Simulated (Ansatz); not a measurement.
Relaxed Ba$_{3}$PbO (anti-perovskite):

```xyz
5
Lattice="5.4131 0.0000 0.0000 0.0000 5.4131 0.0000 0.0000 0.0000 5.4131" Properties=species:S:1:pos:R:3 pbc="T T T"
Ba     2.7066     0.0000     2.7066
Ba     0.0000     2.7066     2.7066
Ba     2.7066     2.7066     0.0000
Pb     0.0000     0.0000     0.0000
O      2.7066     2.7066     2.7066
```

Scan: atom 1 (Ba, nearest neighbour O at 2.707 Å; its periodic images, 5.4 Å or more away, move with it) is displaced along Cartesian x, direction (1.000, 0.000, 0.000) in Cartesian axes, by s. The other atoms stay.

Level of theory: PBEsol (plane waves to 420 eV, PAW, scalar-relativistic; Ansatz, a quantum-chemistry and plane-wave program). k mesh 7×7×7 (Γ-centred), Fermi-Dirac smearing 0.05 eV. Energies are smeared free energies. With partly filled bands, energies and forces of such displacements shift with the k mesh and the smearing. F∥ is the force on the atom along that direction. At this level the bands of Ba3PbO touch or barely overlap. Ba3PbO was relaxed with its symmetry unable to fall. Spin-orbit coupling is left out, though Pb is heavy. ΔE is measured from the undisplaced structure.

```tsv
s (Å)	F∥ (eV/Å)	ΔE (meV/cell)
-0.270	0.527	69
-0.216	0.412	…
-0.162	0.302	24
-0.108	0.197	11
-0.054	0.097	3
0.000	0.000	0
0.054	-0.097	3
0.108	-0.197	11
0.162	-0.302	24
0.216	-0.412	…
0.270	-0.527	69
```

Fill in the missing entries.


- -0.216, ΔE (meV/cell): 43
- 0.216, ΔE (meV/cell): 43

(For displaced atoms, the force is minus the slope of the energy, and its curvature is a force constant, which sets phonon frequencies.)
